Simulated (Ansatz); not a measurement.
Ti₅Al₂C₃: course of a relaxation

All numbers below come from DFT PBEsol, scalar-relativistic, plane waves, PAW in Ansatz. Run with 420 eV cutoff, 12×12×12 k-mesh, Gaussian smearing of 0.10 eV, no spin polarisation.

What was changed: relaxed at -1 GPa.

Command:

```bash
ansatz run input.yaml --threads 2 --pin off --max-ram 5120MiB --backend cpu --events-out ev --progress --plain --runs-dir out
```

Input:

```yaml
crystal:
  lattice:
    - [1.5276354141, 0.8819807176, 16.1234921939]
    - [-1.5276354141, 0.8819807176, 16.1234921939]
    - [0.0, -1.7639614351, 16.1234921939]
  atoms:
    - { symbol: Ti, position: [0.5, 0.5, 0.5] }
    - { symbol: Ti, position: [0.7846243548, 0.7846243548, 0.7846243548] }
    - { symbol: Ti, position: [0.690214665, 0.690214665, 0.690214665] }
    - { symbol: Ti, position: [0.309785335, 0.309785335, 0.309785335] }
    - { symbol: Ti, position: [0.2153756452, 0.2153756452, 0.2153756452] }
    - { symbol: Al, position: [0.5960877466, 0.5960877466, 0.5960877466] }
    - { symbol: Al, position: [0.4039122534, 0.4039122534, 0.4039122534] }
    - { symbol: C, position: [0.8598921535, 0.8598921535, 0.8598921535] }
    - { symbol: C, position: [0.1401078465, 0.1401078465, 0.1401078465] }
    - { symbol: C, position: [0.0, 0.0, 0.0] }
basis:
  ecutwfc: 420
kpoints:
  mp_grid: { grid: [12, 12, 12] }
hamiltonian:
  xc: pbesol
scf:
  occupations: { method: gaussian, width: 0.1 }
output:
  forces: true
  stress: true
  eigenvalues: true
relax:
  adjacent_minimum: "off"
  f_tol: 0.008
  max_steps: 50
  cell: { stress_tol: 0.08, p_target: -1.0 }
```

F is the free energy. Steps run on the plane waves of an earlier cell, but the last one, and at times one on the way, on a freshly chosen basis, so a repeated geometry can differ a little in energy. The relaxation lowers the enthalpy F + PV at the target pressure, so F itself can rise.

Steps:

```tsv
step	F − F(1) (eV)	largest force component (eV/Å)	V (Å³/atom)	P (GPa)
1	0.0000	0.099	13.034	-1.76
2	-0.0042	0.023	12.998	-1.08
3	-0.0049	0.007	12.989	-0.96
4	-0.0045	0.012	12.994	-1.01
5	-0.0046	0.000	12.993	-1.00
6	-0.0043	0.000	12.993	-1.00
```

Relaxed structure:

```yaml
crystal:
  lattice:
    - [1.52574, 0.88089, 16.11182]
    - [-1.52574, 0.88089, 16.11182]
    - [0.00000, -1.76178, 16.11182]
  atoms:
    - { symbol: Ti, position: [0.50000, 0.50000, 0.50000] }
    - { symbol: Ti, position: [0.78473, 0.78473, 0.78473] }
    - { symbol: Ti, position: [0.69016, 0.69016, 0.69016] }
    - { symbol: Ti, position: [0.30984, 0.30984, 0.30984] }
    - { symbol: Ti, position: [0.21527, 0.21527, 0.21527] }
    - { symbol: Al, position: [0.59607, 0.59607, 0.59607] }
    - { symbol: Al, position: [0.40393, 0.40393, 0.40393] }
    - { symbol: C, position: [0.85986, 0.85986, 0.85986] }
    - { symbol: C, position: [0.14014, 0.14014, 0.14014] }
    - { symbol: C, position: [0.00000, 0.00000, 0.00000] }
```

It takes space group R-3m (No. 166, trigonal). Conventional cell: a = 3.051 Å, b = 3.051 Å, c = 48.335 Å, α = 90.00°, β = 90.00°, γ = 120.00°. Ti (site symmetry -3m) is surrounded by 6 C at 2.18 Å. Around Ti (site symmetry 3m) lie 3 C at 2.06 Å. Ti (site symmetry 3m) has 3 C at 2.10 Å as nearest neighbours. Al (site symmetry 3m) has 6 Ti at 2.88 to 2.89 Å and 6 Al at 3.05 Å as nearest neighbours. C (site symmetry 3m) is surrounded by 6 Ti at 2.06 to 2.18 Å. C (site symmetry -3m) is surrounded by 6 Ti at 2.10 Å.

The run converged. Time: 3.6 min on 2 threads of Arm Neoverse V1, with other jobs on the host, peak memory 1.1 GiB.